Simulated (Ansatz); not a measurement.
# Relaxation path: Ge (beta tin type)

DFT, PBEsol, PAW with Ansatz's default frozen-core files, scalar-relativistic (Ansatz 0.2.0); a Γ-centred 18×18×18 k mesh, Fermi–Dirac smearing of 0.08 eV, no spin polarisation. The run relaxes cell and atoms at a target pressure of 120 GPa.

Command: `ansatz run input.yaml --threads 1 --pin off --max-ram 3584MiB --backend cpu --events-out ev --progress --plain --runs-dir out` It took 51 s on 1 thread of Arm Neoverse V2, with other jobs on the host, peak memory 0.45 GiB.

```yaml
crystal:
  lattice:
    - [-2.1618535462, 2.1618535462, 1.1890194504]
    - [2.1618535462, -2.1618535462, 1.1890194504]
    - [2.1618535462, 2.1618535462, -1.1890194504]
  atoms:
    - { symbol: Ge, position: [-0.375, -0.125, -0.25] }
    - { symbol: Ge, position: [0.375, 0.125, 0.25] }
kpoints:
  mp_grid: { grid: [18, 18, 18] }
scf:
  occupations: { method: fermi_dirac, width: 0.08 }
hamiltonian:
  xc: pbesol
  pseudopotentials: { kind: paw }
output:
  forces: true
  stress: true
  eigenvalues: true
relax:
  f_tol: 0.005
  max_steps: 40
  cell: { p_target: 120.0, stress_tol: 0.06 }
```

Each step lists its enthalpy F + pV a cell above the last geometry, the pressure, the cell vectors (Å), and Cartesian positions (Å) with forces (eV/Å).

The first step:

```
step 1  dH = 10.93 meV  P = 127.1 GPa
  cell -2.1619 2.1619 1.1890  2.1619 -2.1619 1.1890  2.1619 2.1619 -1.1890
  Ge 0.0000 -1.0809 -0.2973   0.0000 0.0000 0.0000
  Ge 0.0000 1.0809 0.2973   0.0000 0.0000 0.0000
```

The PAW files were made under PBE.

The symmetry of the start is kept and no stability test is made, so the end need not be the stable phase.

Question: Where does the relaxation end, and by which steps?

Answer: After 5 geometries, with conventional a, b, c = 4.361, 4.361, 2.368 Å, at 11.261 Å³/atom (+1.32 % against the start) in space group I4_1/amd, with a shortest distance of 2.260 Å. The further steps:
```
step 2  dH = 1.23 meV  P = 117.7 GPa
  cell -2.1808 2.1808 1.1892  2.1808 -2.1808 1.1892  2.1808 2.1808 -1.1892
  Ge 0.0000 -1.0904 -0.2973   0.0000 0.0000 0.0000
  Ge 0.0000 1.0904 0.2973   0.0000 0.0000 0.0000
step 3  dH = 0.14 meV  P = 119.6 GPa
  cell -2.1797 2.1797 1.1860  2.1797 -2.1797 1.1860  2.1797 2.1797 -1.1860
  Ge 0.0000 -1.0899 -0.2965   0.0000 0.0000 0.0000
  Ge 0.0000 1.0899 0.2965   0.0000 0.0000 0.0000
step 4  dH = 0.00 meV  P = 120.1 GPa
  cell -2.1804 2.1804 1.1842  2.1804 -2.1804 1.1842  2.1804 2.1804 -1.1842
  Ge 0.0000 -1.0902 -0.2961   0.0000 0.0000 0.0000
  Ge 0.0000 1.0902 0.2961   0.0000 0.0000 0.0000
step 5  dH = 0.00 meV  P = 120.0 GPa
  cell -2.1806 2.1806 1.1841  2.1806 -2.1806 1.1841  2.1806 2.1806 -1.1841
  Ge 0.0000 -1.0903 -0.2960   0.0000 0.0000 0.0000
  Ge 0.0000 1.0903 0.2960   0.0000 0.0000 0.0000
step 6  dH = -0.15 meV  P = 120.0 GPa  (same geometry on a basis chosen anew; earlier energies don't compare to the last digit)
  cell -2.1806 2.1806 1.1841  2.1806 -2.1806 1.1841  2.1806 2.1806 -1.1841
  Ge 0.0000 -1.0903 -0.2960   0.0000 0.0000 0.0000
  Ge 0.0000 1.0903 0.2960   0.0000 0.0000 0.0000
```
